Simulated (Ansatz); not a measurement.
# Run times of several calculations on TiO2 with phosphorus replacing Ti

TiO2 with phosphorus replacing Ti, cell charge +1. Cell: 36 atoms, space group Pmmm, a = 6.494 Å, b = 6.494 Å, c = 8.872 Å, α = 90.00°, β = 90.00°, γ = 90.00°.

All runs are DFT with Ansatz 0.2.0 on 1 thread of Arm Neoverse V1 (aarch64; 8 cores open to the job, memory cap 3.0 GiB, no GPU), a shared host.

Q: Rank the runs by wall time, shortest first.
A. single point, PBE, 420 eV, 3×3×2 k-points, smearing 0.01 eV
B. single point at relaxed positions, r2SCAN, 500 eV, 3×3×2 k-points, smearing 0.01 eV
C. relaxation of the ions, PBE, 420 eV, 3×3×2 k-points, smearing 0.01 eV

A: A (73 s, 0.95 GiB), B (2.3 min, 1.6 GiB), C (5.8 min, 0.98 GiB).
